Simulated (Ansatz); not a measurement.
Here is the system:

SnS (rock salt)

Space group Fm-3m (No. 225); a = b = c = 5.744 Å, α = β = γ = 90.00°

```csv
atom,site,symmetry,x,y,z
Sn,4b,m-3m,0.5000,0.5000,0.5000
S,4a,m-3m,0.0000,0.0000,0.0000
```
(The calculation used a cell of 2 atoms; values per cell refer to that cell.)

Equation-of-state scan: isotropic scaling of the cell above, V₀ being its volume. Symmetry pins the atoms to their sites.

These are PBEsol (plane waves to 420 eV, PAW, scalar-relativistic; Ansatz, an electronic-structure program) values and carry that method's errors. k mesh 10×10×10 (Γ-centred), Fermi-Dirac smearing 0.05 eV. E stands for the smeared free energy. Stress and pressure are positive under compression. SnS was relaxed with its symmetry unable to fall. This is one of several known forms of SnS; the measured ambient cells at hand have space group No. 62. ΔE is measured from the relaxed starting cell.

The scan covers V/V₀ from 0.840 to 1.160 in 9 points.

Question: What is the fitted pressure derivative B₀′?

Answer: 3.9.

Question: What bulk modulus B₀ follows from a third-order Birch-Murnaghan fit?

Answer: 60.8 GPa.

(Under strain, the slope of the energy per volume gives the stress and its curvature an elastic modulus.)
